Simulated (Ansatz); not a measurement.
CsPbCl₃:
```
CELL_PARAMETERS angstrom
      5.73310     0.00000     0.00000
      0.00000     5.73310     0.00000
      0.00000     0.00000     5.73310
ATOMIC_POSITIONS crystal
  Pb 0.50000 0.50000 0.50000
  Cl 0.00000 0.50000 0.50000
  Cl 0.50000 0.00000 0.50000
  Cl 0.50000 0.50000 0.00000
  Cs 0.00000 0.00000 0.00000
```

Relaxed with PBE.

**Question.** Map the electron localisation function on the plane through (0.500, 0.500, 0.500) spanned by u = [1, 0, 0] and v = [0, 1, 1] in lattice vectors, from DFT-PBE in the program Ansatz with PAW potentials.

**Answer.** x is the fraction of u, y of v (the angle between them is 90°; rows are the nearest grid lines); atoms in the plane: Pb at (0.00, 0.00), Cl at (0.50, 0.00), Cs at (0.50, 0.50).
```
|000244213799852258997312442000|
|002444213699988889996312444200|
|234543212689999999986212345432|
|444332101368899998863101233444|
|221110000124567765421000011122|
|000000000000000000000000000000|
|000000000000000000000000000000|
|000000000001223322100000000000|
|000000001468899998864100000000|
|000000026899999999998620000000|
|000000157999988889999751000000|
|000001379999610016999973100000|
|000001379999610016999973100000|
|000000157999988889999751000000|
|000000026899999999998620000000|
|000000001468899998864100000000|
|000000000001223322100000000000|
|000000000000000000000000000000|
|000000000000000000000000000000|
|221110000124567765421000011122|
|444332101368899998863101233444|
|234543212689999999986212345432|
|002444213699988889996312444200|
|000244213799852258997312442000|
```
Scale: ten equal steps from 0.001 (start of '0') to 0.898 (end of '9'), in the order '0123456789'; x runs from 0.000 to 1.00, y from 0.000 (bottom) to 1.00 (top).

The density is the valence pseudo-density with augmentation charge, so density and ELF within about 1 Å of a nucleus are not all-electron values.

Space group Pm-3m (cubic perovskite). This is a known high-temperature phase of the composition, computed here at zero pressure and temperature. The PBE relaxation kept the symmetry of its start; phonons on a q-mesh show weakly imaginary modes. Scalar-relativistic: spin–orbit coupling is off unless named, which matters more the heavier the elements.

Potentials: the later of the program's two PAW sets.
